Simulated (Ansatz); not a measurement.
Values for one crystal, relaxed and computed with PBE (plane waves, PAW; program Ansatz); other levels are named.

| Quantity | Value |
|---|---|
| Volume per atom | 14.95 Å³ |
| Electronic character | metallic (no gap) |
| Mechanical stability | stable (all eigenvalues of C positive) |
| Young's modulus | 447 GPa |
| Pressure derivative B′ | 4.4 |
| Debye temperature from the elastic constants | 390 K |
| Poisson's ratio | 0.30 |

**Question.** Which of these materials gives this?
A) K, bcc (W type)
B) Cs, bcc (W type)
C) Co, hcp (Mg type)
D) Re, hcp (Mg type)

**Answer.** D, Re, hcp (Mg type)

Space group P6_3/mmc (hcp (Mg type)). The cell was relaxed with PBE under the symmetry of its start. The run is not spin-polarised. As this level gives no gap, shear constants depend on the k-mesh and smearing (Fermi–Dirac, 0.1 eV here). Spin–orbit coupling is left out wherever it is not named.

Potentials: the later of the program's two PAW sets.
